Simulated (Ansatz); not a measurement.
MoS2, first-principles data

MoS$_{2}$:
```
CELL_PARAMETERS angstrom
      3.15602     0.00000     0.00000
     -1.57801     2.73319     0.00000
      0.00000     0.00000    12.12825
ATOMIC_POSITIONS crystal
  Mo 0.00000 0.00000 0.25000
  Mo 0.00000 0.00000 0.75000
  S  0.33333 0.66667 0.37881
  S  0.66667 0.33333 0.62119
  S  0.66667 0.33333 0.87881
  S  0.33333 0.66667 0.12119
```

Space group P6_3/mmc (No. 194); conventional cell a = b = 3.156 Å, c = 12.128 Å, α = β = 90.00°, γ = 120.00°.

Method: PBE+D3(BJ) (plane waves, PAW; program Ansatz). Geometry: relaxed at this level of theory. Other levels are named where they apply.

### Cell and energy

| Quantity | Value |
|---|---|
| Volume per atom | 17.44 Å³ |
| Density | 5.08 g/cm³ |
| Formation energy from the elements (no fitted shifts) | -0.93 eV/atom |

### Electronic structure

| Item | Value |
|---|---|
| Band gap | 0.82 eV (indirect) |
| Valence-band maximum | at Γ |
| Conduction-band minimum | on the K–Γ line, 44 % of the way from K (6 equivalent valleys) |
| Smallest direct gap on the standard path | 1.73 eV |
| Electron effective mass | 0.48, 0.64, 0.83 mₑ (principal values) |
| Electron effective mass with spin–orbit coupling | 0.48, 0.63, 0.84 mₑ (principal values) |
| Hole effective mass | 0.67, 0.67, 0.90 mₑ (principal values) |
| Hole effective mass with spin–orbit coupling | 0.67, 0.67, 0.89 mₑ (principal values) |
| Gap with spin–orbit coupling | 0.81 eV |

### Mechanics

| Item | Value |
|---|---|
| Bulk modulus (Birch–Murnaghan fit) | 39.6 GPa |
| Pressure derivative B′ | 10.9 |

The first step of the workflow began from a Materials Project structure, measured or hypothetical. Its sites differ from those of the usual phase in this space group: another stacking or structure type. The cell was relaxed with PBE+D3(BJ) under the symmetry of its start; its stability against distortions is not shown here. The run is not spin-polarised. The references are the lowest solids computed at this level, not always the standard phases. Spin–orbit coupling is left out wherever it is not named.

Potentials: the earlier of the program's two PAW sets.
